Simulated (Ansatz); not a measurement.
YN:
```
CELL_PARAMETERS angstrom
      0.00000     2.45300     2.45300
      2.45300     0.00000     2.45300
      2.45300     2.45300     0.00000
ATOMIC_POSITIONS crystal
  Y  0.50000 0.50000 0.50000
  N  0.00000 0.00000 0.00000
```

The program Ansatz at the PBE level (PAW) gives a gap of 0.21 eV without spin–orbit coupling, maximum at Γ, minimum at X.

Question: What happens when spin–orbit coupling is switched on?

Answer: The gap shrinks by 0.02 eV, to 0.19 eV; maximum at Γ, minimum at X.

Question: How large is the spin–orbit splitting of the valence top at Γ?

Answer: The fourfold level lies 0.06 eV above the split-off pair.

Question: Give the electron effective mass with spin–orbit coupling.

Answer: 0.11, 0.11, 1.3 mₑ (principal values).

Question: Give the hole effective mass with spin–orbit coupling, band 1 of 2 at the edge.

Answer: 1.0 along [100], 0.60 along [110], 0.49 along [111] (mₑ).

Question: Give the hole effective mass with spin–orbit coupling, band 2 of 2 at the edge.

Answer: 0.23 along [100], 0.27 along [110], 0.30 along [111] (mₑ).

Question: Give the Z2 indices of the occupied bands with spin–orbit coupling.

Answer: 0;(000).

Space group Fm-3m (rock salt). The PBE relaxation kept the symmetry of its start. The run is not spin-polarised.

Potentials: the later of the program's two PAW sets.
